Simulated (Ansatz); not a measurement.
AlPd₃N (anti-perovskite, Pm-3m), a = b = c = 4.104 Å, α = β = γ = 90.00°.

Relaxed with r²SCAN.

Which orbitals make up the states near the Fermi level in r²SCAN in the plane-wave PAW code Ansatz?

Within 0.5 eV of the Fermi level: Pd 4d 47 %, N 2p 24 %, Al 3p 15 %, Al 3s 7 %, outside the projected shells 6 %. Projections are on Löwdin-orthogonalised atomic valence shells; empty p or d shells of many metals are not among them.

Tabulate the density of states.

States/eV per cell of 5 atoms, in 0.25 eV bins, energy from the Fermi level.

| E (eV) | total | Pd 4d | Al 3p | N 2p |
|---|---|---|---|---|
| -7.85 | 2.25 | 0.72 | 0.17 | 0.91 |
| -7.60 | 1.31 | 0.55 | 0.05 | 0.63 |
| -7.35 | 1.59 | 0.67 | 0.08 | 0.70 |
| -7.10 | 2.97 | 1.39 | 0.17 | 0.93 |
| -6.85 | 5.48 | 2.68 | 0.20 | 1.09 |
| -6.60 | 3.52 | 1.65 | 0.07 | 1.16 |
| -6.35 | 2.14 | 1.02 | 0.03 | 1.00 |
| -6.10 | 1.75 | 0.85 | 0.02 | 0.82 |
| -5.85 | 1.19 | 0.64 | 0.11 | 0.40 |
| -5.60 | 1.18 | 0.71 | 0.25 | 0.16 |
| -5.35 | 1.73 | 1.17 | 0.45 | 0.03 |
| -5.10 | 4.91 | 3.74 | 0.90 | 0.12 |
| -4.85 | 9.01 | 7.18 | 1.35 | 0.32 |
| -4.60 | 8.47 | 6.95 | 0.89 | 0.49 |
| -4.35 | 4.76 | 4.24 | 0.40 | 0.05 |
| -4.10 | 5.41 | 5.00 | 0.32 | 0.03 |
| -3.85 | 5.43 | 5.11 | 0.25 | 0.02 |
| -3.60 | 6.52 | 6.19 | 0.13 | 0.11 |
| -3.35 | 7.89 | 7.12 | 0.34 | 0.24 |
| -3.10 | 7.37 | 6.69 | 0.38 | 0.12 |
| -2.85 | 7.96 | 7.48 | 0.24 | 0.07 |
| -2.60 | 9.82 | 9.31 | 0.18 | 0.13 |
| -2.35 | 5.19 | 4.72 | 0.17 | 0.08 |
| -2.10 | 3.36 | 3.02 | 0.13 | 0.04 |
| -1.85 | 3.95 | 3.74 | 0.05 | 0.04 |
| -1.60 | 3.25 | 3.21 | 0.01 | 0.03 |
| -1.35 | 1.41 | 1.07 | 0.07 | 0.25 |
| -1.10 | 4.02 | 2.69 | 0.47 | 0.75 |
| -0.85 | 4.86 | 3.11 | 0.82 | 0.76 |
| -0.60 | 2.41 | 1.37 | 0.30 | 0.62 |
| -0.35 | 2.15 | 1.10 | 0.32 | 0.54 |
| -0.10 | 1.37 | 0.65 | 0.22 | 0.33 |
| 0.15 | 0.96 | 0.42 | 0.14 | 0.23 |
| 0.40 | 1.05 | 0.40 | 0.15 | 0.22 |
| 0.65 | 2.59 | 0.82 | 0.42 | 0.50 |
| 0.90 | 2.19 | 0.69 | 0.36 | 0.44 |
| 1.15 | 1.51 | 0.51 | 0.19 | 0.32 |
| 1.40 | 1.31 | 0.40 | 0.34 | 0.21 |
| 1.65 | 2.11 | 0.60 | 0.76 | 0.27 |
| 1.90 | 2.56 | 0.66 | 1.07 | 0.35 |
| 2.15 | 2.62 | 0.65 | 1.08 | 0.41 |
| 2.40 | 2.87 | 0.73 | 1.09 | 0.53 |
| 2.65 | 2.62 | 0.60 | 0.91 | 0.44 |
| 2.90 | 1.74 | 0.38 | 0.77 | 0.29 |
| 3.15 | 1.52 | 0.31 | 0.68 | 0.24 |
| 3.40 | 1.63 | 0.30 | 0.63 | 0.22 |
| 3.65 | 2.01 | 0.35 | 0.66 | 0.27 |
| 3.90 | 1.65 | 0.25 | 0.56 | 0.17 |
| 4.15 | 0.91 | 0.11 | 0.33 | 0.07 |
| 4.40 | 0.51 | 0.07 | 0.17 | 0.05 |
| 4.65 | 1.26 | 0.15 | 0.43 | 0.11 |

The start of the workflow was typed in or built on a structure type; neither database checked (COD, Materials Project) lists it. Whether it is the stable phase at ambient conditions was not checked. The r²SCAN relaxation kept the symmetry of its start; its stability against distortions is not shown here. No spin polarisation was allowed. The volume moved by 16 % from the start of the relaxation. Spin–orbit coupling is left out wherever it is not named.

Potentials: the later of the program's two PAW sets.
